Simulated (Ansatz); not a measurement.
Given:

HfC:
```
CELL_PARAMETERS angstrom
      3.85376     0.00000     0.00000
     -1.92688     3.33745     0.00000
      0.00000     0.00000     4.63648
ATOMIC_POSITIONS crystal
  Hf 0.33333 0.66667 0.93800
  Hf 0.66667 0.33333 0.43800
  C  0.33333 0.66667 0.43700
  C  0.66667 0.33333 0.93700
```

This is the PBE-relaxed structure.

### Question
All from PBE (plane waves, PAW; program Ansatz), unless another level is named. Estimate the electronic character.

### Answer
metallic (no gap).

### Question
Give the formation energy from the elements (no fitted shifts).

### Answer
-0.65 eV/atom.

### Question
Give the density of states at the Fermi level.

### Answer
0.07 states/eV per atom (mean over ±0.08 eV).

Space group P6_3/mmc. The start of the workflow was typed in or built on a structure type; the Crystallography Open Database copy checked does not list it. It is not the phase usual at ambient conditions (space group No. 225). The cell was relaxed with PBE under the symmetry of its start; its stability against distortions is not shown here. The run is not spin-polarised. The references are the lowest solids computed at this level, not always the standard phases. Spin–orbit coupling is left out wherever it is not named.

Potentials: the earlier of the program's two PAW sets.
